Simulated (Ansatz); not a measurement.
An Ansatz (a quantum-chemistry and plane-wave program) run. Input:

Ansatz 0.2 input:
```yaml
crystal:
  lattice:
    - [4.9277834919, 0.0, 0.0]
    - [0.0, 5.6333575123, 0.0]
    - [0.0, 0.0, 2.7177433832]
  atoms:
    - { symbol: Fe, position: [0.5, 0.5, 0.5] }
    - { symbol: Fe, position: [0.0, 0.0, 0.0] }
    - { symbol: P, position: [0.3286887619, 0.8692307929, 0.5] }
    - { symbol: P, position: [0.6713112381, 0.1307692071, 0.5] }
    - { symbol: P, position: [0.8286887619, 0.6307692071, 0.0] }
    - { symbol: P, position: [0.1713112381, 0.3692307929, 0.0] }
kpoints:
  mp_grid: { grid: [6, 5, 10] }
hamiltonian:
  xc: r2scan
  pseudopotentials: { kind: paw }
scf:
  occupations: { method: fixed }
checkpoint: { read: static.run }
output: { write_density: true, elf: true, volumetric_format: npy }
basis: { fft_grid_basis: typed }
```

Output (shortened):

```
Pseudopotential: Fe, paw, valence charge 16
Pseudopotential: P, paw, valence charge 5
Functional definition: r2SCAN
Crystal: 6 atoms, lattice volume = 75.444 Å³
Basis set: ecut = 500 eV, 1901 PW (Γ), exchange–correlation on 144×180×80 points (64 copies of the dense FFT grid, shifted against one another)
Bands: 32, of which v1, the nominal top of the filled ones, is band 26 counted from 1 (25 counted from 0)
Symmetry: 8 space group operations
Space group: Pnnm (ITA 58), of the structure as read, at distance tolerance 4.2e-5 Å
k-points: 72 of 300
Stability of the state it starts from, as read at its close in the unpolarized treatment …
iter 1 solved again at ethr=2.17e-7 eV; its pass at ethr=3.10e-3 eV (dr2=1.13e-4 eV) is discarded
SCF iter   1: F=—  HF=-12011.042325 eV  |F-HF|=—  |Δ(HF+E_count)|=         —  Δρ=1.04e-6  dr2=5.21e-10  dr2_τ=2.93e-11  ethr=2.17e-7  ⟨swp⟩=3.0  Hψ=14853  notcnv=0  defer=288
preconditioner: auto → none
SCF iter   2: F=—  HF=-12011.042320 eV  |F-HF|=—  |Δ(HF+E_count)|=   5.17e-6  Δρ=2.85e-6  dr2=5.35e-9  dr2_τ=6.60e-11  ethr=1.00e-12  ⟨swp⟩=10.4  Hψ=12612  notcnv=0
SCF iter   3: F=-12011.042320 eV  HF=-12011.042320 eV  |F-HF|=1.49e-10  |Δ(HF+E_count)|=  5.55e-10  Δρ=3.94e-7  dr2=1.99e-10  dr2_τ=2.05e-11  ethr=1.00e-12  ⟨swp⟩=1.0  Hψ=6495  notcnv=0
SCF 1 converged in 3 iterations: F = -12011.042320 eV  dr2 = 1.99e-10
SCF converged after 3 iterations
Free energy (F): -12011.042320 eV
Harris-Foulkes:  -12011.042320 eV  (|F-HF|=1.49e-10)
Internal energy: -12011.042320 eV  (E = F + TS)
E sigma→0 (E₀):  -12011.042320 eV
Fermi energy:    13.261308 eV
--- Per-component energies (eV) ---
  E_band       = -481.828229
  E_kinetic    = 1008.187048
  E_local      = -6136.388639  (includes V_loc(G=0)·N_el)
  E_nonlocal   = 556.538145
  E_hartree    = 2661.974093
  E_xc         = -470.510277
  E_vxc        = -613.025811  (∫ρ·V_xc dr)
  E_paw        = -5050.899055  (= ΣΔE_a)
  E_vpaw       = -658.430383  (= ΣTr[D̂ρ^β])
  E_aug_tail   = 0.000525  (compensation charges beyond the density's cutoff)
  E_vtau       = 37.343973  (kinetic-family band-sum trace: ∫τ·v_τ [+ j·A + Jᵃ·Aᵃ] dr)
  E_ewald      = -4579.001842
  E_core_change = -0.942319  (= ΣΔE_core)
  E_smearing   =  0.000000  (= −TS)
  E_closure    =  0.000000  (closes the sum)
  Σ components = -12011.042320   (vs F -12011.042320, Δ=0.00e0)
  [band-id]    e_kinetic+e_local+e_nonlocal+2·e_hartree+e_vxc+e_vpaw+e_augmentation_tail+e_vtau = -481.826956   (vs E_band -481.828229, Δ=1.27e-3)
--- Band table (eV; the first three rows and the last of 72) ---
  k-point 0: bands = ["-76.3035", "-76.3035", "-41.1782", "-41.1771", "-41.1631", "-41.1629", "-40.7362", "-40.7345", "-2.1162", "0.7782", "2.5079", "3.1688", "6.3927", "7.6013", "8.8942", "8.9327", "9.9339", "10.1804", "11.4898", "11.9101", "11.9688", …
  k-point 1: bands = ["-76.3026", "-76.3025", "-41.1769", "-41.1758", "-41.1743", "-41.1740", "-40.7351", "-40.7334", "-1.9206", "0.9497", "2.6692", "3.3117", "6.5985", "7.7670", "8.8834", "9.1074", "9.9686", "10.2620", "11.2764", "11.8643", "11.9480", …
  k-point 2: bands = ["-76.3000", "-76.3000", "-41.2034", "-41.2032", "-41.1733", "-41.1724", "-40.7322", "-40.7308", "-1.3413", "1.4438", "3.1419", "3.7243", "7.1932", "8.2516", "8.8116", "9.5598", "10.0199", "10.1072", "10.4719", "11.5201", "11.7738", …
  k-point 71: bands = ["-76.2933", "-76.2933", "-41.2791", "-41.2791", "-41.1636", "-41.1636", "-40.7241", "-40.7241", "2.4297", "2.4297", "5.1905", "5.1905", "6.6114", "6.6114", "7.3431", "7.3431", "9.8776", "9.8776", "10.5453", "10.5453", "11.5893", …
```

Cost: very roughly 16 core-seconds on shared cores.

The workflow started from a Materials Project entry (that database holds measured and hypothetical structures alike); the Crystallography Open Database copy checked does not list it. Whether it is the stable phase at ambient conditions was not checked. The cell was relaxed with r²SCAN under the symmetry of its start; its stability against distortions is not shown here. The run is not spin-polarised.

Potentials: the later of the program's two PAW sets.

Ansatz is a plane-wave DFT program.
